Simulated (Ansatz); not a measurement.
NiAs-type YbC

Method: PBEsol, scalar-relativistic; collinear spin; PAW, 420 eV, 10×10×6 k-mesh, Gaussian smearing of 0.05 eV; code Ansatz. The datasets are Ansatz's generated set soft_2.

```yaml
crystal:
  lattice:
    - [3.36833, 0.00000, 0.00000]
    - [-1.68417, 2.91706, 0.00000]
    - [0.00000, 0.00000, 5.96837]
  atoms:
    - { symbol: Yb, position: [0.00000, 0.00000, 0.00000] }
    - { symbol: Yb, position: [0.00000, 0.00000, 0.50000] }
    - { symbol: C, position: [0.33333, 0.66667, 0.25000] }
    - { symbol: C, position: [0.66667, 0.33333, 0.75000] }
```

The start was a prototype's sites filled with these elements, not a measured cell.

Magnetic state: non-magnetic, site spin moments none.

The cell above was scaled in volume, and shape and atoms were relaxed at each volume within its symmetry. Energies are counted from the cell above.

Cell and atoms are those of this level's equilibrium.

```
V (Å³/atom)  ΔE (meV/atom)  P from the stress (GPa)
     14.074           8.63                     5.01
     14.368           2.01                     2.37
     14.661           0.00                     0.01
     14.954           2.10                    -2.10
     15.247           7.82                    -3.98
```

Q: Do the energies and the pressures agree? Compare −ΔE/ΔV between neighbouring points (1 meV/Å³ = 0.1602 GPa) with the mean of their pressures.

A: 
```csv
interval (Å³/atom),−ΔE/ΔV (GPa),mean P (GPa)
14.07 to 14.37,3.6,3.7
14.37 to 14.66,1.1,1.2
14.66 to 14.95,-1.1,-1.0
14.95 to 15.25,-3.1,-3.0
```
They differ by 0.10 GPa at most.

Q: What do the two routes give for V0, B0 and B0′?

A: A third-order Birch–Murnaghan fit of the energies: V0 = 14.65 Å³/atom, B0 = 112 GPa, B0′ = 4.9. A polynomial of P in ln V, with B = −dP/d ln V at P = 0: V0 = 14.66 Å³/atom, B0 = 111 GPa, B0′ = 4.6.

B0·V0 = 112.1 GPa × 14.65 Å³ = 10.25 eV/atom sets the scale: near the minimum ΔE ≈ ½ B0 V0 x², with x = V/V0 − 1, and a pressure of 1.1 GPa squeezes the volume by about 1 %. At the ends of the curve: x = −3.9 % predicts 8.0 meV/atom and the run gives 8.6; x = +4.1 % predicts 8.5 meV/atom and the run gives 7.8. The curve is steeper than the parabola on the compressed side and flatter on the expanded side: the bulk modulus rises with pressure.

Without a U the 4f levels of Yb lie too near the Fermi level, so their share of the states there, and what hangs on it, is overstated. These numbers lack spin–orbit coupling. The run wasn't fully tested for a lower electronic state. The starting moments died out; a magnetic state reached from other starts isn't excluded. The run is a metal.
